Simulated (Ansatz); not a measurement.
Here is the system:

TiB₂ (AlB2 type, space group P6/mmm)

```
TiB2
1.0
    3.02469     0.00000     0.00000
   -1.51235     2.61946     0.00000
    0.00000     0.00000     3.22263
Ti B
1 2
Direct
  0.00000   0.00000   0.00000
  0.33333   0.66667   0.50000
  0.66667   0.33333   0.50000
```

Equation-of-state scan: isotropic scaling of the cell above, V₀ being its volume. Symmetry pins the atoms to their sites.

Computed with r2SCAN (plane waves to 500 eV, PAW, scalar-relativistic; Ansatz, a first-principles code). k mesh 18×18×14 (Γ-centred), Fermi-Dirac smearing 0.05 eV. Energies are smeared free energies. Stress and pressure are positive under compression. With the shape held, the modulus is that of even scaling; a crystal free to change shape is softer. TiB2 is run without spin polarisation. TiB2 was relaxed with its symmetry unable to fall. ΔE is measured from the relaxed starting cell.

The scan covers V/V₀ from 0.900 to 1.100 in 11 points.

Task: What pressure does the cell carry at V/V₀ = 0.900?

Result: 33.9 GPa.

Task: What is ΔE at V/V₀ = 1.100?

Result: 60 meV/atom.

Task: What is ΔE at V/V₀ = 0.900?

Result: 83 meV/atom.

(A scan under strain: stresses follow from slopes of the energy per volume, elastic moduli from its curvatures.)
